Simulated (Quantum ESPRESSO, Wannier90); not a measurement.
## SiC (zinc blende), plane waves to Wannier functions

```
SiC
1.0
    0.00000     2.17699     2.17699
    2.17699     0.00000     2.17699
    2.17699     2.17699     0.00000
Si C
1 1
Direct
  0.75000   0.75000   0.75000
  0.00000   0.00000   0.00000
```

Structure: Materials Project mp-8062, symmetrised, not relaxed again. COD (Crystallography Open Database) has the formula in 5 space groups, this one among them (matched by group alone). Method: PBEsol plane waves in Quantum ESPRESSO 7.5 (PseudoDojo norm-conserving files, 66 Ry, no spin polarisation, no spin-orbit coupling), Bloch states on a 10×10×10 mesh through Γ, Wannier90 4.0.1. Density: 12×12×12 mesh, cold smearing 0.01 Ry.

Functional, cutoff and mesh named above are those of the base row (10×10×10); the first column says what each row takes instead. Model: 4 functions from bands 1-4, start SCDM (isolated) (the valence bands). Energies are relative to the valence-band maximum; the misfit is to pw.x on a path, for all bands of the set. Only the mesh of Bloch states changes. Ω_total can sit in another minimum from row to row; Ω_I of an isolated set cannot.

| mesh | Ω_I (Å²) | Ω_total (Å²) | rms misfit (meV) | k-points (cost) | rough cost of nscf and overlaps (first row = 1) |
|---|---|---|---|---|---|
| 4×4×4 | 3.39 | 3.99 | 71 | 64 | 1.0 |
| 5×5×5 | 3.68 | 4.30 | 59 | 125 | 1.6 |
| 7×7×7 | 3.99 | 4.61 | 14 | 343 | 3 |
| 8×8×8 | 4.08 | 4.70 | 5.0 | 512 | 5 |
| 10×10×10 | … | 4.80 | 2.0 | 1000 | 10 |
| 12×12×12 | 4.25 | 4.85 | 0.6 | 1728 | 16 |

**Question.** Fill in the missing entries.

**Answer.** 
- 10×10×10, Ω_I (Å²): 4.19
